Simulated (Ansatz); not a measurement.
CsPbBr$_{3}$ (cubic perovskite)

```
CELL_PARAMETERS angstrom
      6.00277     0.00000     0.00000
      0.00000     6.00277     0.00000
      0.00000     0.00000     6.00277
ATOMIC_POSITIONS crystal
  Cs 0.00000 0.00000 0.00000
  Pb 0.50000 0.50000 0.50000
  Br 0.00000 0.50000 0.50000
  Br 0.50000 0.50000 0.00000
  Br 0.50000 0.00000 0.50000
```

In each cell atom 1 (Cs, nearest neighbour Br at 4.245 Å; its periodic images, 6.0 Å or more away, move with it) moves by s·(0.577, 0.577, 0.577) (along Cartesian [111]), the rest being held.

Calculation: PBE (plane waves to 420 eV, PAW, scalar-relativistic; Ansatz, an electronic-structure program). k mesh 5×5×5 (Γ-centred), Fermi-Dirac smearing 0.05 eV. E stands for the smeared free energy. Compression counts positive. F∥ is the force on the atom along that direction. CsPbBr3 was relaxed with its symmetry unable to fall. Spin-orbit coupling is left out, though Pb is heavy. The PAW data are Ansatz's earlier set. This is a high-temperature form of CsPbBr3. ΔE is measured from the undisplaced structure.

| s (Å) | ΔE (eV/cell) | P (GPa) | F∥ (eV/Å) |
|---|---|---|---|
| -0.850 | 0.0795 | 0.52 | 0.364 |
| -0.680 | 0.0338 | 0.29 | 0.187 |
| -0.510 | 0.0118 | 0.13 | 0.082 |
| -0.340 | 0.0030 | 0.03 | 0.028 |
| -0.170 | 0.0004 | -0.02 | 0.006 |
| 0.000 | 0.0000 | -0.04 | 0.000 |
| 0.170 | 0.0004 | -0.02 | -0.006 |
| 0.340 | 0.0030 | 0.03 | -0.028 |
| 0.510 | 0.0118 | 0.13 | -0.082 |
| 0.680 | 0.0338 | 0.29 | -0.187 |
| 0.850 | 0.0795 | 0.52 | -0.364 |

Key numbers:

The energy at s = 0.850 Å comes out as 79.5 meV/cell, the force along the line at s = -0.850 Å is 0.364 eV/Å and the force constant k = d²E/ds² at s = 0 (finite differences) comes out as 0.02 eV/Å². Symmetry of the curve: even: the same for both signs. Shape of the curve: a single well with its minimum at or next to zero displacement.

(A displaced cell: forces are minus the slopes of the energy, force constants its curvatures, and phonons follow from these.)
